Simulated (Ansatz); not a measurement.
A geometry of Cs2P3 away from equilibrium: step 2 of the relaxation of a relaxed Cs2P3 cell shaken by Gaussian noise of σ = 0.08 Å a coordinate. These are PBE (plane waves to 420 eV, PAW, scalar-relativistic; Ansatz, a program for electronic structure) values and carry that method's errors. Γ-centred k-mesh 3×3×6 on the run's cell (coarser than for final values), Fermi–Dirac smearing 0.05 eV.

```xyz
10
Lattice="10.1360 -0.0111 -0.0095 -0.0111 10.1256 0.0067 -0.0036 0.0025 3.8321" Properties=species:S:1:pos:R:3:forces:R:3 pbc="T T T" free_energy=-27214.572 pressure_GPa=-0.2
P      5.0099     4.9951     0.1101   -0.0226   -0.0164    0.0367
P     -0.1341    -0.0413     0.1626    0.0326   -0.0239    0.0691
P      5.7297     0.7160     1.8897   -0.5545   -0.5701   -0.0176
P      0.6328     4.3176     1.9284   -0.1140    0.2145   -0.1282
P      9.3912     5.7157     1.8050    0.1693   -0.1327    0.0750
P      4.2953     9.4410     1.9225    0.6085    0.5258   -0.0714
Cs     7.9250     2.8426    -0.1130   -0.0924   -0.0297    0.0282
Cs     2.7744     2.1257    -0.0103   -0.0023    0.0429   -0.0096
Cs     7.2008     7.8753    -0.0857   -0.0349   -0.0083    0.0053
Cs     2.1433     7.2479    -0.0697    0.0104   -0.0020    0.0125
```

Positions in Å, forces in eV/Å, free energy of the cell in eV (comparable only within this code, potentials and settings). Largest force: 0.81 eV/Å, on P6 (atoms numbered as listed); the geometry lies 0.64 eV/atom above the end of its relaxation.

No spin polarisation in the result.

The end of the path is a generated cell of Cs2P3: the first start was made by placing the elements on the sites of a structure type, and the end was not matched to a known phase here, so it may be hypothetical.
